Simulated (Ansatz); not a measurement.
# Two-dimensional strain map in CsH

All numbers below come from DFT r2SCAN, scalar-relativistic, plane waves, PAW (Ansatz 0.2.0). Cutoff 500 eV, Γ-centred 6×6×6 k-points, Gaussian smearing of 0.05 eV. No spin polarisation. Energies are free energies at this smearing, counted from the undisturbed cell; pressure is positive in compression.

The undisturbed cell (as given, not relaxed at this level; it stands at 0.0 GPa):

```
CELL_PARAMETERS angstrom
0.00000 3.18800 3.18800
3.18800 0.00000 3.18800
3.18800 3.18800 0.00000
ATOMIC_POSITIONS crystal
Cs 0.00000 0.00000 0.00000
H 0.50000 0.50000 0.50000
```

The cell is strained by p along both x and y and by q along z, fractional coordinates fixed. Points are written (p, q).

Energy above the undisturbed cell in meV/atom (a dash: not computed):

```
 p \ q  -0.080  -0.040  0.000  0.040  0.080
-0.080    72.1    53.4   46.7   47.8   53.6
-0.040    34.7    16.2      ?   12.3   19.2
 0.000    22.2     4.8    0.0      ?   11.6
 0.040    26.6       –    7.4      –   22.2
 0.080    41.8       ?      ?   33.1   44.8
```

Task: Fill in the withheld energies.

Result: (-0.040, 0.000): 10.3; (0.000, 0.040): 3.3; (0.080, -0.040): 27.7; (0.080, 0.000): 26.3.